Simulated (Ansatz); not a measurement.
**CsH: moving Cs off its site**

CsH, Fm-3m, a = 6.376 Å (as given, not relaxed at this level: 0.0 GPa). Ansatz: r2SCAN, PAW, 500 eV, Γ-centred 6×6×6 mesh on 2 atoms, Gaussian smearing 0.05 eV; no spin polarisation.

```
CELL_PARAMETERS angstrom
0.00000 3.18800 3.18800
3.18800 0.00000 3.18800
3.18800 3.18800 0.00000
ATOMIC_POSITIONS crystal
Cs 0.00000 0.00000 0.00000
H 0.50000 0.50000 0.50000
```

Atom 1 (Cs) moves by x along the unit vector (0.000, 0.000, 1.000), with its periodic images; all else is held. y is the free energy of the cell over the start, F the force along the path summed over the moved atoms. Symmetry makes y even in x.

```tsv
x (Å)	y (meV)	F (eV/Å)
-0.200	12.54	0.13
-0.100	3.03	0.06
0.000	0.00	0.00
0.025	0.19	-0.01
0.050	0.75	-0.03
0.075	1.70	-0.05
0.125	4.76	-0.08
0.150	6.91	-0.09
0.175	?	?
```

**Question.** Fit y = c2 x² + c4 x⁴ to the energies of the other rows, give the force constant, and predict energy and force of the missing row.

**Answer.** Least squares on the rows shown. y = 299.2 x² + 357.0 x⁴. The force constant is 2 c2 = 0.598 eV/Å² (for all images moving together, not for a lone atom). With two atoms in a cubic cell this is the optical mode at Γ without the LO field: ω = 521.5 √(2 c2/μ) = 403 cm⁻¹ for μ = 1.00 u. The force −dy/dx at the missing row is -0.11 eV/Å (computed -0.11). At x = 0.175 the fit asked for gives 9.50 meV. The run gave 9.50 meV, the same to the digits shown.